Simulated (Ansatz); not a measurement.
P$_{2}$W:
```
CELL_PARAMETERS angstrom
      1.59115    -5.58681     0.00000
      1.59115     5.58681     0.00000
      0.00000     0.00000     4.99144
ATOMIC_POSITIONS crystal
  P  0.06915 0.93085 0.38260
  P  0.93085 0.06915 0.88260
  P  0.79943 0.20057 0.19948
  P  0.20057 0.79943 0.69948
  W  0.40662 0.59338 0.50092
  W  0.59338 0.40662 0.00092
```

Relaxed with r²SCAN. Special points in fractions of this cell's reciprocal vectors: Γ (0.000, 0.000, 0.000); Y (-0.500, 0.500, 0.000); C0 (-0.270, 0.730, 0.000); Σ0 (0.270, 0.270, 0.000); Z (0.000, 0.000, 0.500); A0 (0.270, 0.270, 0.500); E0 (-0.270, 0.730, 0.500); T (-0.500, 0.500, 0.500); S (0.000, 0.500, 0.000); R (0.000, 0.500, 0.500).

Task: List the band energies nearest the Fermi level at these points for r²SCAN in the plane-wave PAW code Ansatz.

Result: In eV from the Fermi level; about four levels below and three above (degenerate sets whole), none deeper than 8.9 eV; points with the same levels are listed once.

```json
[
 {"k": "Γ", "below": "-2.37 -1.65 -1.20 -1.10", "above": "0.31 1.27 1.39"},
 {"k": "Y", "below": "-1.66 -1.38 -0.88 -0.22", "above": "0.52 1.11 2.22"},
 {"k": "C0", "below": "-3.53 -3.38 -2.55 -2.07", "above": "0.06 1.52 2.12"},
 {"k": "Z", "below": "-1.24 -1.24 -0.31 -0.31", "above": "0.98 0.98 1.93 1.93"},
 {"k": "A0", "below": "-3.40 -3.40 -1.28 -1.28", "above": "1.98 1.98 2.76 2.76"},
 {"k": "T", "below": "-1.85 -1.85 -1.28 -1.28", "above": "1.03 1.03 2.77 2.77"},
 {"k": "S", "below": "-3.83 -3.15 -3.05 -1.80", "above": "0.19 1.23 2.42"},
 {"k": "R", "below": "-3.51 -3.51 -1.11 -1.11", "above": "1.46 1.46 2.78 2.78"}
]
```

Space group Cmc2_1. The workflow started from a Materials Project entry (that database holds measured and hypothetical structures alike); the Crystallography Open Database files this formula in space group No. 36, but the cells were not matched. Its standing as an ambient phase is unchecked. The r²SCAN relaxation kept the symmetry of its start; its stability against distortions is not shown here. The run is not spin-polarised. Scalar-relativistic: spin–orbit coupling is off unless named, which matters more the heavier the elements.

Potentials: the earlier of the program's two PAW sets.
